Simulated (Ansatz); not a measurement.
# BaGa2H2 in Ansatz, relaxation

Input:

```yaml
crystal:
  lattice:
    - [2.250463, 3.897913, 0.0]
    - [-2.250463, 3.897913, 0.0]
    - [0.0, 0.0, 4.869161]
  atoms:
    - { symbol: H, position: [0.3333, 0.3334, 0.1232] }
    - { symbol: H, position: [0.6667, 0.6666, 0.8768] }
    - { symbol: Ba, position: [0.0, 0.0, 0.0] }
    - { symbol: Ga, position: [0.3333, 0.3334, 0.468] }
    - { symbol: Ga, position: [0.6667, 0.6666, 0.532] }
  symmetry: { tolerance: 0.0003 }
kpoints:
  mp_grid: { grid: [5, 5, 4], shift: [0, 0, 0] }
magnetization:
  noncollinear: true
  spin_orbit: true
scf:
  occupations: { method: fermi_dirac }
  lower_state_search: "off"
hamiltonian:
  pseudopotentials: { kind: paw_fr }
  xc: lda
basis:
  ecutwfc: 420
  fft_grid_basis: typed
relax:
  max_steps: 40
  f_tol: 0.03
output:
  forces: true
  stress: true
  eigenvalues: true
  bader: true
  populations: true
  elf: true
  write_potential: true
  volumetric_format: npy
  dos:
    e_range: [-12, 8]
    de: 0.05
    projected: { site_lists: { Ba: [Ba], Ga: [Ga], H: [H] } }
    method: { smearing: { sigma: 0.1, scheme: gaussian } }
checkpoint:
  read: saved_state
```

Launch command:

```bash
ansatz run input.yaml --threads 2 --pin off --max-ram 2560MiB --backend cpu --events-out ev --progress --plain --runs-dir out
```

Origin of the cell: a database entry, scaled a little.

The smearing width isn't typed, so it takes its default of 0.1 eV.

The saved state is a converged single point of the same cell.

Steps:

| step | ΔF (meV/atom) | max force component (eV/Å) | SCF iterations | step was |
| --- | --- | --- | --- | --- |
| 1 | 0.0 | 0.050 | 6 | accepted |
| 2 | 0.0 | 0.026 | 6 | rejected |
| 3 | 0.0 | 0.037 | 6 | accepted |
| 4 | 0.0 | 0.002 | 5 | accepted |

The starting structure.

Space group P-3m1 (No. 164); the run's cell has a = 4.501 Å, b = 4.501 Å, c = 4.869 Å, α = 90.00°, β = 90.00°, γ = 60.00°. Shortest distances: Ga–H 1.68 Å, Ga–Ga 2.62 Å, Ba–H 2.67 Å, H–H 2.86 Å, Ba–Ga 3.46 Å.

After:

Space group P-3m1 (No. 164); the run's cell has a = 4.501 Å, b = 4.501 Å, c = 4.869 Å, α = 90.00°, β = 90.00°, γ = 60.00°. Shortest distances: Ga–H 1.68 Å, Ga–Ga 2.62 Å, Ba–H 2.67 Å, H–H 2.86 Å, Ba–Ga 3.46 Å.

```xyz
5
Lattice="2.2505 3.8979 0.0000 -2.2505 3.8979 0.0000 0.0000 0.0000 4.8692" Properties=species:S:1:pos:R:3 pbc="T T T"
H     0.0000    2.5986    0.6002
H     0.0000    5.1972    4.2689
Ba    0.0000    0.0000    0.0000
Ga    0.0000    2.5986    2.2837
Ga    0.0000    5.1972    2.5855
```

* Free energy lowered by: 0.0 meV/atom
* Final pressure: -2.92 GPa
* Relaxation steps listed: 4
* Gap on the mesh: none (metal)

Caveats: the SCF threshold is looser than advised for a stress; the k mesh is coarse if the cell is a metal; the relaxation held the start's symmetry, so the end may be a saddle point.

Time: 61 s on 2 threads of Arm Neoverse V1 (shared host), peak memory 0.62 GiB, from a saved density.
